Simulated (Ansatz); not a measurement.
Starting cell, TiB$_{2}$ (AlB2 type, space group P6/mmm):

```xyz
3
Lattice="3.0320 0.0000 0.0000 -1.5160 2.6258 0.0000 0.0000 0.0000 3.2243" Properties=species:S:1:pos:R:3 pbc="T T T"
Ti     0.0000     0.0000     0.0000
B      0.0000     1.7505     1.6122
B      1.5160     0.8753     1.6122
```

In this cell atom 3 (B, nearest neighbour B at 1.751 Å; its periodic images, 3.0 Å or more away, move with it) is moved by s along Cartesian [111], unit vector (0.577, 0.577, 0.577); all other atoms and the cell stay fixed.

These are PBE (plane waves to 420 eV, PAW, scalar-relativistic; Ansatz, an electronic-structure program) values and carry that method's errors. k mesh 14×14×12 (Γ-centred), Fermi-Dirac smearing 0.05 eV. The energy includes the smearing's −TS. With partly filled bands, energies and forces of such displacements shift with the k mesh and the smearing. TiB2 is run without spin polarisation. TiB2 was relaxed with its symmetry unable to fall. The zero of ΔE is the undisplaced structure. The last digit holds for this mesh only.

```tsv
s (Å)	ΔE (meV/cell)
-0.530	2116.9
-0.424	withheld
-0.318	758.2
-0.212	340.2
-0.106	86.9
0.000	0.0
0.106	92.2
0.212	383.2
0.318	900.5
0.424	1669.0
0.530	2706.1
```

Fit a polynomial form (powers 2, 3, 4) to the given rows and predict ΔE at s = -0.424.

Least squares on the 10 given rows: ΔE = (8022)·s² + (2005)·s³ + (2022)·s⁴, in meV/cell with s in Å; root-mean-square residual 4.91 meV/cell. At -0.424 the fit gives 1354.7 meV/cell; the calculation gives 1346.1 meV/cell, so the interpolation is off by 8.6 (+0.6 %). The quadratic term alone would give 1442.2 meV/cell.

(For displaced atoms, the force is minus the slope of the energy, and its curvature is a force constant, which sets phonon frequencies.)
